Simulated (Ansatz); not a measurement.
All-electron card of Sn2C

```xyz
3
Lattice="0.0000 3.1823 3.1823 3.1823 0.0000 3.1823 3.1823 3.1823 0.0000" Properties=species:S:1:pos:R:3 pbc="T T T"
C     0.0000    0.0000    0.0000
Sn    1.5911    1.5911    1.5911
Sn    4.7734    4.7734    4.7734
```

Atoms are numbered in the order listed.

The cell was built from the fluorite type and relaxed in the same program, and has space group Fm-3m; it needn't be a known or the stable phase.

Spin–orbit coupling is left out, though it moves levels of the heavy atoms by tenths of an eV or more.

These are results of DFT, PBE, all-electron LAPW, scalar-relativistic in Ansatz 0.2.0, not measurements.

Settings: a Γ-centred 11×11×11 k mesh, Fermi–Dirac smearing of 0.05 eV, basis error target 0.5 meV/atom, no spin polarisation.

```yaml
Band_gap: "none: bands cross the Fermi level, a metal"
Density_of_states_at_the_Fermi_level_0.2_eV_bin: 0.72 states/eV per cell
Löwdin_charges_with_0.09_e_of_the_cell_spilling_out_of_the_atomic_basis_so_their_sizes_and_signs_hang_on_that_basis: C1 -0.64, Sn2 0.36 e
Volume_per_atom: 21.48 Å³
Pressure_at_this_cell: 0.01 GPa
```
